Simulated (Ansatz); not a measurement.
One stationary structure of TiAl. Space group P4/mmm (No. 123), AFLOW prototype AB_tP2_123_a_d (L1_0, as in CuAu). All values below come from PBEsol (plane waves to 420 eV, PAW, scalar-relativistic; Ansatz, an electronic-structure program).

```xyz
2
Lattice="2.7973 0.0000 0.0000 0.0000 2.7973 0.0000 0.0000 0.0000 4.0324" Properties=species:S:1:pos:R:3 pbc="T T T"
Al     0.0000     0.0000     0.0000
Ti     1.3986     1.3986     2.0162
```

```json
{
  "volume_per_atom": "15.78 Å³",
  "band_gap": "no gap (metallic)",
  "shortest_distances": "Al–Al 2.80 Å; Ti–Ti 2.80 Å; Al–Ti 2.82 Å",
  "k-mesh": "17×17×12"
}
```

Band energies at high-symmetry points (eV from the Fermi level; labels of this space group; no spin-orbit coupling), from −5 eV up to 3.7 eV:

| point | energies |
|---|---|
| Γ | -1.93 -0.87 -0.31 2.24 2.24 3.41 |
| X | -4.60 -4.55 -1.75 -0.26 1.77 2.62 |
| M | -3.27 -0.45 -0.43 -0.43 -0.23 -0.23 |
| Z | -0.70 0.65 1.87 1.87 3.42 |
| R | -4.97 -2.96 -1.21 -1.11 1.41 1.82 2.38 |
| A | -2.62 -2.32 -2.32 1.94 2.21 2.71 |

No spin polarisation in the result.

The run could not lose the symmetry of its start.

The first start was generated by placing the elements on the sites of a structure type. A measured structure of TiAl has the same space group, P4/mmm (No. 123); the sites were not compared with it.
